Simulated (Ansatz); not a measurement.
The calculation used DFT PBE, scalar-relativistic, plane waves, PAW (Ansatz). All cells share a 420 eV cutoff and Γ-centred k meshes spaced at most about 0.3 Å⁻¹ (about 0.25 or finer for metals, 2π included). No spin polarisation in the final relaxations.

These are static total energies at zero pressure.

Two relaxed structures of LaTe4:

A.

```
CELL_PARAMETERS angstrom
0.00000 4.55773 4.55773
4.55773 0.00000 4.55773
4.55773 4.55773 0.00000
ATOMIC_POSITIONS crystal
La 0.50000 0.50000 0.50000
Te 0.62473 0.12509 0.12509
Te 0.12509 0.62473 0.12509
Te 0.12509 0.12509 0.62473
Te 0.12509 0.12509 0.12509
```

B.

```
CELL_PARAMETERS angstrom
-3.65294 3.65294 3.65294
3.65294 -3.65294 3.65294
3.65294 3.65294 -3.65294
ATOMIC_POSITIONS crystal
La 0.00000 0.00000 0.00000
Te 0.50000 0.50000 0.50000
Te 0.00000 0.00000 0.50000
Te 0.00000 0.50000 0.00000
Te 0.50000 0.00000 0.00000
```

**Question.** Which form is favoured at zero pressure, and by what margin per atom?

**Answer.** B is lower, by 161 meV/atom. A has space group F-43m (No. 216), 37.9 Å³/atom and no gap on its mesh; B has space group Im-3m (No. 229), 39.0 Å³/atom and no gap. Counting Te atoms around La (those within 1.25 times the shortest such distance or 1.15 times the sum of covalent radii), A has La 12 and B has La 8. In A, around La lie 12 Te at 3.78 Å; Te is surrounded by 6 Te at 3.22–3.23 Å and 3 La at 3.78 Å. In B, around La lie 8 Te at 3.16 Å; Te is surrounded by 2 La at 3.16 Å and 6 Te at 3.65 Å. Both come from invented guesses. A third cell relaxed alike, in P4mm, lies 157 meV/atom below the lower of the two.

These runs have no spin–orbit coupling, which can matter for Te. In F-43m, Im-3m an odd number of electrons in the primitive cell allows no gap without spin; a larger cell or a magnetic state could open one. A magnetic state wasn't ruled out in cells without spin, among them F-43m, Im-3m. Cells relaxed within their symmetry can be saddle points.
